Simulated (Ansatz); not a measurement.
Relaxed candidate structures of GeMo:

A. P2₁3 (No. 198), cP8, AFLOW prototype AB_cP8_198_a_a (B20, as in FeSi); a = b = c = 4.9709 Å, α = β = γ = 90.00°; Ge 4a (0.847, 0.847, 0.847); Mo 4a (0.136, 0.136, 0.136)

B. P6₃/mmc (No. 194), hP8; a = 3.0145 Å, b = 3.0145 Å, c = 15.7801 Å, α = 90.00°, β = 90.00°, γ = 120.00°; Mo 4f (0.333, 0.667, 0.127); Ge 2a (0.000, 0.000, 0.000); Ge 2d (0.667, 0.333, 0.250)

C. Fm-3m (No. 225), cF8, rock salt type; a = b = c = 5.1131 Å, α = β = γ = 90.00°; Ge 4a (0.000, 0.000, 0.000); Mo 4b (0.500, 0.500, 0.500)

D. Pmma (No. 51), oP8; a = 7.9217 Å, b = 4.2672 Å, c = 4.6574 Å, α = 90.00°, β = 90.00°, γ = 90.00°; Ge 2b (0.000, 0.500, 0.000); Ge 2e (0.250, 0.000, 0.255); Mo 4i (0.084, 0.000, 0.741)

E. Pnma (No. 62), oP8, AFLOW prototype AB_oP8_62_c_c (B31, as in MnP); a = 6.012 Å, b = 3.250 Å, c = 6.598 Å, α = β = γ = 90.00°; Mo 4c (0.007, 0.250, 0.172); Ge 4c (0.170, 0.250, 0.562)

Problem. Rank these by energy per atom (lowest first), as r2SCAN (plane waves to 500 eV, PAW, scalar-relativistic; Ansatz, a program for electronic structure) gives it.

Solution. A (reference, the lowest among the structures calculated here), E (+0.05 eV/atom), B (+0.23 eV/atom), D (+0.53 eV/atom), C (+0.56 eV/atom)

1 run with a doubtful electronic state, a coarser numerical grid, an end not at rest or a source that can't be used is left out. Each run could gain symmetry but not lose that of its start, so entries can be saddle points. All of these are generated cells (placed on structure types, drawn at random, substituted or restacked) that were not matched to a known phase here. The real structure of this composition may not be among these, and whether this composition forms is not checked here. Static energies at zero pressure. The runs use different k-meshes, so differences are rounded accordingly. No spin polarisation in the result.
